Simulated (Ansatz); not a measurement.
# LaGdBr2O2: what disorder changes

Computed with the plane-wave PAW code Ansatz (scalar-relativistic, PAW set soft_2): PBEsol, collinear spin, 420 eV cutoff. The crystal was solved on a k mesh of 6×6×4 points, the disordered cell on 2×2×2.

The crystal, relaxed (space group 99):

```
Br Gd La O
1.0
     3.97697    0.00000    0.00000
     0.00000    3.97697    0.00000
     0.00000    0.00000    7.75423
Br Gd La O
2 1 1 2
Direct
  0.50000 0.50000 0.64619
  0.00000 0.00000 0.34993
  0.50000 0.50000 0.14790
  0.00000 0.00000 0.84402
  0.50000 0.00000 0.00598
  0.00000 0.50000 0.00598
```

18 atoms were packed at random into a cubic cell of 22 % more volume than the crystal, run there for 480 fs with a thermostat set to 3300 K, cooled for 480 fs (to 450 K at the end) and relaxed with the volume free. That is too short for the atoms to find their places (mean square shift in the hot run: La 1.0, Gd 0.6, Br 0.6, O 0.7 Å²), so the result is one frozen random packing, not an equilibrated glass.

Task: How do coordination, energy and volume compare with the crystal's?

Result: 

| neighbours | within (Å) | crystal, mean (range) | disordered, mean (range) | mean distance, crystal (Å) | mean distance, disordered (Å) |
| --- | --- | --- | --- | --- | --- |
| O around Gd | 2.95 | 4.0 | 3.0 | 2.27 | 2.18 |
| O around La | 3.06 | 4.0 | 3.0 (2 to 4) | 2.35 | 2.34 |
| Br around La | 4.16 | 6.0 | 3.7 (3 to 5) | 3.43 | 3.22 |
| Br around Gd | 4.18 | 6.0 | 4.3 (4 to 5) | 3.44 | 3.20 |

The disordered cell lies 0.28 eV an atom above the crystal and takes 19 % more volume. That lies within a few per cent of the volume it was packed at and isn't the density of an equilibrated glass. Its gap on the mesh is 2.90 eV, against 2.86 eV in the crystal. Bader charges: La 1.96 to 2.06 e, Gd 1.90 to 1.96 e, Br -0.73 to -0.68 e, O -1.29 to -1.26 e.

The disordered cell:

```
LaGdBr2O2 disordered
1.0
     7.5939    0.0000    0.0000
     0.0000    7.5939    0.0000
     0.0000    0.0000    7.5939
Br Gd La O
6 3 3 6
Direct
  0.0771 0.3093 0.7456
  0.2590 0.1051 0.3715
  0.7494 0.6903 0.8803
  0.8995 0.4190 0.2403
  0.5522 0.7794 0.4075
  0.5974 0.1264 0.0220
  0.9134 0.8041 0.2670
  0.2590 0.4880 0.4022
  0.3421 0.8399 0.0821
  0.4231 0.4668 0.8571
  0.6536 0.1864 0.4302
  0.0633 0.8885 0.7139
  0.3141 0.7453 0.8111
  0.0712 0.8930 0.0451
  0.4850 0.3887 0.5675
  0.8673 0.0005 0.4757
  0.0939 0.7110 0.4641
  0.3355 0.5561 0.1365
```

Caveats: Gd without a U keeps its half-filled shell, but its 4f levels lie too near the Fermi level; open f or d shells may hold a state above the lowest; relaxed at the zone centre alone, so forces of up to 0.2 eV/Å are left on the mesh used here; the cell was held cubic, which leaves uneven stresses of up to 2.0 GPa; one small cell; the crystal itself isn't shown to be the stable phase.
